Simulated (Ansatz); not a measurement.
# 6 guesses for Ga4O and where they end

Level of theory: DFT PBE, scalar-relativistic, plane waves, PAW in Ansatz. Settings: cutoff 420 eV, Γ-centred meshes spaced at most about 0.3 Å⁻¹, and about 0.25 Å⁻¹ or finer for metals (2π included), Gaussian smearing. No spin polarisation in the final relaxations.

Each guess was relaxed in cell and atoms at zero pressure, within the symmetry of its start. These are static total energies at zero pressure. Coordination counts Ga atoms around O (those within 1.25 times the shortest such distance or 1.15 times the sum of covalent radii, 1.27 where that leaves under three; a plus sign parts nearer from farther groups; the shortest distance is added where it exceeds 1.18 times the sum of covalent radii).

```
guess    made from  start group  V start (Å³/atom)  end group  V end (Å³/atom)  coordination at the end  gap on mesh (eV)  E over the lowest end (meV/atom)
    1  random cell       P6/mmm               18.5     P6/mmm             18.7          O 12 from 2.9 Å                 0                               407
    2    Mn4N type        Pm-3m               17.0      Pm-3m             17.8           O 6 from 2.2 Å                 0                                94
    3    Mn4N type        Pm-3m               15.5      Pm-3m             22.9        O 12+8 from 3.4 Å                 0                               756
    4  random cell        P-6m2               19.0      P-6m2             18.1           O 6 from 2.3 Å                 0                                 0
    5  random cell        Im-3m               17.7      Im-3m             18.0           O 8 from 2.4 Å                 0                               102
    6  random cell        Fd-3m               17.4          ?                ?                        ?                 ?                                 ?
```

Guess 6 as it starts:

```
CELL_PARAMETERS angstrom
0.00000 4.42943 4.42943
4.42943 0.00000 4.42943
4.42943 4.42943 0.00000
ATOMIC_POSITIONS crystal
Ga 0.12500 0.12500 0.12500
Ga 0.12500 0.12500 0.62500
Ga 0.12500 0.62500 0.12500
Ga 0.62500 0.12500 0.12500
Ga 0.62500 0.62500 0.62500
Ga 0.62500 0.62500 0.12500
Ga 0.62500 0.12500 0.62500
Ga 0.12500 0.62500 0.62500
O 0.75000 0.75000 0.75000
O 0.50000 0.50000 0.50000
```

**Question.** Predict the end of this guess and its energy over the lowest end.

**Answer.** It ends in space group Fd-3m (No. 227), with a = 9.004 Å, 18.2 Å³/atom and no gap. It lies 140 meV/atom over the lowest end, above guess 5 and below guess 1. Counting Ga atoms around O, this end has O 4 and the lowest (guess 4) has O 6 from 2.3 Å.

```cif
data_structure
_symmetry_space_group_name_H-M 'P 1'
_symmetry_Int_Tables_number 1
_cell_length_a 6.3667
_cell_length_b 6.3667
_cell_length_c 6.3667
_cell_angle_alpha 60.000
_cell_angle_beta 60.000
_cell_angle_gamma 60.000
_cell_volume 182.48
loop_
_atom_site_label
_atom_site_type_symbol
_atom_site_fract_x
_atom_site_fract_y
_atom_site_fract_z
_atom_site_occupancy
Ga1 Ga 0.12500 0.12500 0.12500 1
Ga2 Ga 0.12500 0.12500 0.62500 1
Ga3 Ga 0.12500 0.62500 0.12500 1
Ga4 Ga 0.62500 0.12500 0.12500 1
Ga5 Ga 0.62500 0.62500 0.62500 1
Ga6 Ga 0.62500 0.62500 0.12500 1
Ga7 Ga 0.62500 0.12500 0.62500 1
Ga8 Ga 0.12500 0.62500 0.62500 1
O1 O 0.75000 0.75000 0.75000 1
O2 O 0.50000 0.50000 0.50000 1
```

Formation energies are uncorrected and refer to the elements' standard structures at the same level (O₂ as a molecule).

**Question.** Is the lowest end bound against the elements?

**Answer.** Yes: its formation energy is −0.22 eV/atom. A negative formation energy is needed for stability but isn't enough: competing phases decide.

The k mesh leaves some 4 meV/atom of noise in the energy of each metallic cell. Cells relaxed within their symmetry can be saddle points. A lower structure may well exist outside this small set. Some structure types and database cells were kept out of the candidates from the start, so a known form may be missing.
